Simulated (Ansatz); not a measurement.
The relaxed structure here is a generated cell of Cu: the first start was made by placing the elements on the sites of a structure type, and the end was not matched to a known phase here, so it may be hypothetical. Known forms of Cu include space group No. 225.

One starting cell of Cu (a generated cell, Cu built in the beta-W structure type) was relaxed twice with Ansatz (plane waves, PAW, scalar-relativistic): with r2SCAN at 500 eV and with PBE at 420 eV. The r2SCAN result:

Cu has the cubic space group Pm-3n (No. 223), Pearson symbol cP8. Cell: a = 4.544 Å, b = 4.544 Å, c = 4.544 Å, α = 90.00°, β = 90.00°, γ = 90.00°. Cu1 on 6c sees 2 Cu at 2.272 Å and 4 Cu at 2.540 Å and 8 Cu at 2.783 Å. Cu2 on 2a has 12 Cu at 2.540 Å. (Neighbours: up to the widest gap in distance over summed covalent radii, below 1.35, at either atom.)

```json
[
 {"quantity": "space group", "r2SCAN": "Pm-3n", "PBE": "Pm-3n"},
 {"quantity": "volume (Å³/atom)", "r2SCAN": "11.73", "PBE": "___"},
 {"quantity": "a (Å)", "r2SCAN": "4.544", "PBE": "___"},
 {"quantity": "gap (eV, no spin-orbit coupling)", "r2SCAN": "0.00", "PBE": "___"}
]
```

### Question
Fill in the PBE column.

### Answer

- volume (Å³/atom), PBE: 12.28
- a (Å), PBE: 4.614
- gap (eV, no spin-orbit coupling), PBE: 0.00

Both levels end in the same structure; PBE's volume is 4.6 % larger. Neither column is exact.

No spin polarisation in the result.

The run could not lose the symmetry of its start; a randomly shaken copy of 8 atoms returns to this structure.

All atoms sit on sites fixed by symmetry, so only the cell could relax.

Ansatz is a program for electronic structure.
